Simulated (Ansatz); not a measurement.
**Ca₂Al₃O₃: relaxed-ion elastic tensor**

Theory: DFT PBE, scalar-relativistic, plane waves, PAW in Ansatz 0.2.0. Settings: 420 eV plane-wave cutoff, Γ-centred 8×8×2 mesh, Gaussian smearing of 0.10 eV. No spin polarisation.

Relaxed structure:
```xyz
16
Lattice="3.7430 0.0000 0.0000 0.0000 3.7430 0.0000 0.0000 0.0000 17.1375" Properties=species:S:1:pos:R:3 pbc="T T T"
Ca    1.8715    0.0000    9.8157
Ca    0.0000    1.8715    3.9497
Ca    0.0000    1.8715    7.3219
Ca    1.8715    0.0000   13.1878
Al    0.0000    0.0000    0.0000
Al    0.0000    1.8715   15.1823
Al    1.8715    1.8715    0.0000
Al    1.8715    0.0000    1.9552
Al    1.8715    0.0000    5.7455
Al    0.0000    1.8715   11.3920
O     1.8715    0.0000    7.5573
O     1.8715    1.8715    5.4282
O     0.0000    0.0000    5.4282
O     0.0000    1.8715    9.5802
O     1.8715    1.8715   11.7093
O     0.0000    0.0000   11.7093
```

It was reached by relaxing an invented guess, and it needn't be the stable form of this composition. In a metal, frequencies and elastic constants depend on the k mesh and the smearing, soft modes and shear constants most.

Problem. Give the relaxed-ion elastic constants (GPa, Voigt order xx yy zz yz xz xy, on the Cartesian axes of the cell above).

Solution.
C11 = 153.6, C12 = 90.8, C13 = 38.6, C22 = 153.6, C23 = 38.6, C33 = 120.6, C44 = 60.5, C55 = 60.5, C66 = 102.3 GPa; the others vanish.

Problem. Is the crystal stable against homogeneous strain?

Solution. Yes: the least eigenvalue of the tensor is 60.5 GPa.

Problem. And the moduli of a polycrystal (Hill averages)?

Solution. B = 82 GPa, G = 58 GPa, E = 140 GPa, ν = 0.22.
